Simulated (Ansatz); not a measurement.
TePd:
```cif
data_PdTe
_chemical_formula_sum 'Pd1 Te1'
_space_group_name_H-M_alt 'Pm-3m'
_space_group_IT_number 221
_space_group_name_Hall '-P 4 2 3'
_cell_length_a 3.39232
_cell_length_b 3.39232
_cell_length_c 3.39232
_cell_angle_alpha 90.000
_cell_angle_beta 90.000
_cell_angle_gamma 90.000
loop_
_atom_site_label
_atom_site_type_symbol
_atom_site_symmetry_multiplicity
_atom_site_Wyckoff_symbol
_atom_site_fract_x
_atom_site_fract_y
_atom_site_fract_z
_atom_site_occupancy
Pd1 Pd 1 a 0.00000 0.00000 0.00000 1
Te1 Te 1 b 0.50000 0.50000 0.50000 1
```

Relaxed with PBEsol.

Q: Decompose the optical modes at the zone centre into irreducible representations, and say which are infrared and Raman allowed.

A: Point group m-3m: Γ_opt = T1u. Infrared: T1u. Raman: none.

Q: Assign frequencies (DFPT, PBEsol (plane waves, PAW; program Ansatz)).

A: T1u 67 cm⁻¹.

The cell is a constructed one: a structure type filled with these elements; neither database checked (COD, Materials Project) lists it. COD files the formula under space group No. 194. Whether it is the stable phase at ambient conditions was not checked. The cell was relaxed with PBEsol under the symmetry of its start; whether a distortion lowers the energy is not shown. No spin polarisation was allowed. As this level gives no gap, phonon frequencies hold no LO–TO term and depend on the k-mesh and smearing (Fermi–Dirac, 0.1 eV here). Scalar-relativistic: spin–orbit coupling is off unless named, which matters more the heavier the elements.

Potentials: the earlier of the program's two PAW sets. The files were generated under PBE; for other functionals the program regenerates the frozen cores, and for LDA and PBEsol the local potential too.
